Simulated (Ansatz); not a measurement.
## Forms of Ba4Er: one energy to predict

The calculation used DFT PBE, scalar-relativistic, plane waves, PAW, and for the lanthanide a 4f-in-core norm-conserving potential (Ansatz). All cells share a 770 eV cutoff and Γ-centred k meshes spaced about 0.3 Å⁻¹ or finer (0.25 for metals, 2π included). No spin polarisation.

Temperature and zero-point effects are left out. Rows are sorted by volume; energies count from the lowest form computed. Coordination counts all near atoms (those within 1.25 times the shortest distance at each site; a plus sign parts nearer from farther groups; a slash parts the counts of unlike sites).

```csv
row,form,source,atoms,coordination,V (Å³/atom),gap on mesh (eV),ΔE (meV/atom)
1,I4/mmm,invented,5,"Ba 2+8, Er 8+2",56.9,0,0
2,R3m,invented,5,"Ba 1+9/10, Er 4+6",56.9,0,57
3,P4/mmm,invented,5,"Ba 8, Er 10",61.4,0,?
4,Pm-3m,invented,5,"Ba 2/12+8, Er 6",61.6,0,166
5,Im-3m,invented,5,"Ba 2+6, Er 8",64.3,0,181
```

The cell of row 3:

```cif
data_structure
_symmetry_space_group_name_H-M 'P4/mmm'
_symmetry_Int_Tables_number 123
_cell_length_a 8.6800
_cell_length_b 8.6800
_cell_length_c 4.0742
_cell_angle_alpha 90.000
_cell_angle_beta 90.000
_cell_angle_gamma 90.000
_cell_volume 306.96
loop_
_atom_site_label
_atom_site_type_symbol
_atom_site_symmetry_multiplicity
_atom_site_Wyckoff_symbol
_atom_site_fract_x
_atom_site_fract_y
_atom_site_fract_z
_atom_site_occupancy
Ba1 Ba 4 j 0.75902 0.75902 0.00000 1
Er1 Er 1 d 0.50000 0.50000 0.50000 1
```

Question: How far above the lowest form does the open row lie?

Answer: 131 meV/atom, which puts it above row 2 and below row 4. Counting all near atoms, row 3 has Ba 8, Er 10 and the lowest form (row 1) has Ba 2+8, Er 8+2.

An observed structure of this formula, if there is one, may be missing.

Cells relaxed within their symmetry can be saddle points. Some types were kept out of the candidates beforehand, so the set may lack a known form.

The lanthanide is trivalent by construction, without f bands, f moments or other valences.
